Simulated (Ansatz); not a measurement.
Ba3PbO:
Space group Pm-3m (No. 221); a = 5.489 Å, b = 5.489 Å, c = 5.489 Å, α = 90.00°, β = 90.00°, γ = 90.00°

| atom | site | symmetry | x | y | z |
|---|---|---|---|---|---|
| Pb | 1a | m-3m | 0.0000 | 0.0000 | 0.0000 |
| Ba | 3c | 4/mm.m | 0.0000 | 0.5000 | 0.5000 |
| O | 1b | m-3m | 0.5000 | 0.5000 | 0.5000 |

Relaxed with r²SCAN.

Question: Tabulate the valence density and the electron localisation function along the shortest Ba–O contact (2.74 Å), the program Ansatz at the r²SCAN level (PAW).

Answer: 

```tsv
distance from Ba (Å)	density (e/Å³)	ELF
0.27	0.53	0.01
0.41	0.93	0.21
0.55	1.28	0.60
0.69	1.39	0.81
0.82	1.20	0.86
0.96	0.87	0.84
1.10	0.55	0.70
1.24	0.34	0.38
1.37	0.24	0.13
1.51	0.21	0.11
1.65	0.27	0.26
1.78	0.41	0.55
1.92	0.70	0.74
2.06	1.28	0.81
2.20	2.44	0.82
2.33	4.22	0.75
2.47	6.02	0.57
```

The density is the valence pseudo-density with augmentation charge, so density and ELF within about 1 Å of a nucleus are not all-electron values.

The workflow started from an entry of the Crystallography Open Database (COD). Whether it is the stable phase at ambient conditions was not checked. The r²SCAN relaxation kept the symmetry of its start; its stability against distortions is not shown here. Scalar-relativistic: spin–orbit coupling is off unless named, which matters more the heavier the elements.

Potentials: the later of the program's two PAW sets.
